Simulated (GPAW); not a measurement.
**GaGe3: energy against volume and a worked fit**

```
CELL_PARAMETERS angstrom
4.27847 0.00000 0.00000
0.00000 4.27847 0.00000
0.00000 0.00000 4.27847
ATOMIC_POSITIONS crystal
Ge 0.50000 0.50000 0.00000
Ge 0.50000 0.00000 0.50000
Ge 0.00000 0.50000 0.50000
Ga 0.00000 0.00000 0.00000
```

The cell comes from a database or a generator and needn't be the stable form of this composition.

The cell was scaled at fixed shape and fractions and run with GPAW, GPAW PAW data sets (gpaw-data 1.2.1), cutoff 600 eV; PBE, k mesh 6 × 6 × 6 on the cell of 4 atoms, fermi-dirac occupations of 0.05 eV, no spin polarisation, no spin-orbit coupling. Energies are those that the program minimises, any entropy of the smearing included. For a metal such a mesh isn't converged to the digits shown.

```tsv
V (Å³/atom)	energy over the lowest row (meV/atom)
18.4048	11.441
18.7964	?
19.1880	0.627
19.5796	0.000
19.9712	2.124
20.3628	6.705
20.7544	13.472
```

Problem. Fit the third-order Birch-Murnaghan form, give V0, B0 and B′, and predict the energy left open.

Solution. With y = (V0/V)^(2/3), E = E0 + (9 V0 B0/16) [(y - 1)³ B′ + (y - 1)² (6 - 4y)]. Least squares through the rows shown give V0 = 19.4669 Å³/atom, E0 = -0.113 meV, B0 = 57.58 GPa (1 eV/Å³ = 160.218 GPa) and B′ = 4.56, with a largest miss of 0.004 meV. At V = 18.7964 the form with these constants gives 4.315 meV; the run gave 4.309 meV an atom.
